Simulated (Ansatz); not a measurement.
Al (P6_3/mmc), generalised stacking fault

The calculation used Ansatz, DFT PBEsol, scalar-relativistic, plane waves, PAW. Cutoff 420 eV, Γ-centred 19×19×3 k-points, Gaussian smearing of 0.15 eV. No spin polarisation. Energies are free energies at this smearing, counted from the undisturbed cell; pressure is positive in compression.

Reference structure (relaxed at this level; this form isn't the usual structure):

```yaml
crystal:
  lattice:
    - [-2.83628, 0.00000, 0.00000]
    - [-1.41814, -2.45629, 0.00000]
    - [0.00000, 0.00000, 18.64430]
  atoms:
    - { symbol: Al, position: [0.00000, 0.00000, 0.18750] }
    - { symbol: Al, position: [0.00000, 0.00000, 0.68750] }
    - { symbol: Al, position: [0.33333, 0.33333, 0.81250] }
    - { symbol: Al, position: [0.33333, 0.33333, 0.31250] }
    - { symbol: Al, position: [0.00000, 0.00000, 0.93750] }
    - { symbol: Al, position: [0.00000, 0.00000, 0.43750] }
    - { symbol: Al, position: [0.66667, 0.66667, 0.06250] }
    - { symbol: Al, position: [0.66667, 0.66667, 0.56250] }
```

The cut lies on the cell's a–b face, a (0 0 1) plane (indices in the standard cell, whose axes needn't be the Cartesian ones shown) of area 6.97 Å², between layers 2.33 Å apart. Vector c is tilted by f times 1·a + 1·b (length 4.913 Å) with the atoms' Cartesian places fixed: one unrelaxed fault a cell. The cell is metallic on the mesh throughout.

| f | γ (mJ/m²) | shear traction, the slope of γ along the slip (GPa) |
| --- | --- | --- |
| 0.0000 | 0 | 0.0 |
| 0.0833 | 124 | 6.4 |
| 0.1667 | 516 | 12.0 |
| 0.2500 | 1003 | 10.2 |
| 0.3333 | 1230 | 0.0 |
| 0.4167 | 1002 | -10.2 |
| 0.5000 | 523 | -11.7 |
| 0.5833 | 142 | -6.3 |
| 0.6667 | 24 | 0.1 |
| 0.7500 | 88 | 2.2 |
| 0.8333 | 141 | -0.1 |
| 0.9167 | 86 | -2.2 |

Cost: 12 runs of about 3.8 core-minutes in all, on AMD EPYC 9R45 (Zen 5) (shared hosts).